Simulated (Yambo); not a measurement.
# Bethe-Salpeter results for NaOH

```xyz
6
Lattice="3.3654 0.0000 0.1165 0.0000 3.4408 0.0000 -1.3635 0.0000 5.1227" Properties=species:S:1:pos:R:3 pbc="T T T"
H      2.7856     0.8602     2.2646
H     -0.7837     2.5806     2.9746
O     -0.3599     2.5806     3.8433
O      2.3618     0.8602     1.3959
Na     1.2191     0.8602     4.2111
Na     0.7827     2.5806     1.0281
```

Cell and atoms were relaxed with PBE+D3(BJ) from Materials Project entry mp-23940, within its symmetry.

BSE in Yambo on PBEsol (pw.x of Quantum ESPRESSO, ONCV potentials, no spin-orbit coupling) bands: 8×8×4 mesh, 6 valence and 4 conduction bands, static screening with 38 bands and a 3 Ry block, scissor 2.83 eV, Tamm-Dancoff; field along x.

```csv
state,energy (eV),states within 2 meV,relative strength,class,main transitions
1,5.11,1,< 0.01,dark,VB → CB (82 %)
2,5.38,1,1.00,strong,several band pairs
3,5.39,1,0.13,strong,several band pairs
4,5.60,1,< 0.01,dark,several band pairs
5,5.70,1,< 0.01,dark,VB → CB (94 %)
6,5.91,1,< 0.01,dark,VB → CB (99 %)
```

These are vertical excitations (zero momentum). The direct quasiparticle gap on this mesh is 6.14 eV; counted from there, state 1 is bound by 1.03 eV. On a 4×4×2 mesh the same difference is 1.41 eV, so it isn't converged.

Spin singlets only. Strengths are relative to the strongest of the lowest states of this run; strong means a line over 3 % of the spectrum's maximum, dark under 0.03 %. Absolute energies carry the error of the G0W0 scissor, whose convergence isn't established; the long-wavelength screening was taken along (1,1,1) although the crystal is anisotropic.
